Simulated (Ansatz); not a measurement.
Input:

Mg2Rh:
```cif
data_Mg2Rh
_chemical_formula_sum 'Mg2 Rh1'
_space_group_name_H-M_alt 'P 1'
_space_group_IT_number 1
_cell_length_a 5.49219
_cell_length_b 5.49219
_cell_length_c 5.49219
_cell_angle_alpha 146.463
_cell_angle_beta 146.463
_cell_angle_gamma 48.160
loop_
_space_group_symop_operation_xyz
  'x, y, z'
loop_
_atom_site_label
_atom_site_type_symbol
_atom_site_fract_x
_atom_site_fract_y
_atom_site_fract_z
_atom_site_occupancy
Mg1 Mg 0.64341 0.64341 0.00000 1
Mg2 Mg 0.35659 0.35659 0.00000 1
Rh1 Rh 0.00000 0.00000 0.00000 1
```

This is the PBEsol-relaxed structure.

Problem. All from PBEsol in the plane-wave PAW code Ansatz, unless another level is named. Predict the highest zone-centre frequency.

Solution. 332 cm⁻¹.

Problem. Give the bulk modulus (Birch–Murnaghan fit).

Solution. 595 kbar.

Space group I4/mmm (MoSi2 or CaC2 type). The first step of the workflow began from a Materials Project structure, measured or hypothetical; the Crystallography Open Database copy checked does not list it. Its standing as an ambient phase is unchecked. The cell was relaxed with PBEsol under the symmetry of its start; whether a distortion lowers the energy is not shown. The run is not spin-polarised. As this level gives no gap, phonon frequencies hold no LO–TO term and depend on the k-mesh and smearing (Fermi–Dirac, 0.1 eV here).

Potentials: the later of the program's two PAW sets.
